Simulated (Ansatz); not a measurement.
Rb:
```yaml
crystal:
  lattice:
    - [4.97916, 0.00000, 0.00000]
    - [-2.48958, 4.31208, 0.00000]
    - [0.00000, 0.00000, 8.07951]
  atoms:
    - { symbol: Rb, position: [0.66667, 0.33333, 0.25000] }
    - { symbol: Rb, position: [0.33333, 0.66667, 0.75000] }
```

Relaxed with PBEsol. Special points in fractions of this cell's reciprocal vectors: Γ (0.000, 0.000, 0.000); M (0.500, 0.000, 0.000); K (0.333, 0.333, 0.000); A (0.000, 0.000, 0.500); L (0.500, 0.000, 0.500); H (0.333, 0.333, 0.500).

List the band energies nearest the Fermi level at these points for PBEsol (plane waves, PAW; program Ansatz).

In eV from the Fermi level; about four levels below and three above (degenerate sets whole), none deeper than 8.9 eV; … stands for higher levels left out; points with the same levels are listed once.

```tsv
k	below	above
Γ	-2.03	0.14 0.71 3.51 3.51
M	–	0.03 0.32 1.30
K	–	0.75 0.75 0.76
A	-1.33 -1.33	2.37 2.37 …
L	–	0.40 0.40 0.95 0.95
H	–	1.07 1.07 1.28 1.28
```

Space group P6_3/mmc (hcp (Mg type)). The first step of the workflow began from a Materials Project structure, measured or hypothetical; the Crystallography Open Database copy checked does not list it. It is not the phase usual at ambient conditions (space group No. 229). The PBEsol relaxation kept the symmetry of its start; whether a distortion lowers the energy is not shown. Spin–orbit coupling is left out wherever it is not named.

Potentials: the later of the program's two PAW sets.
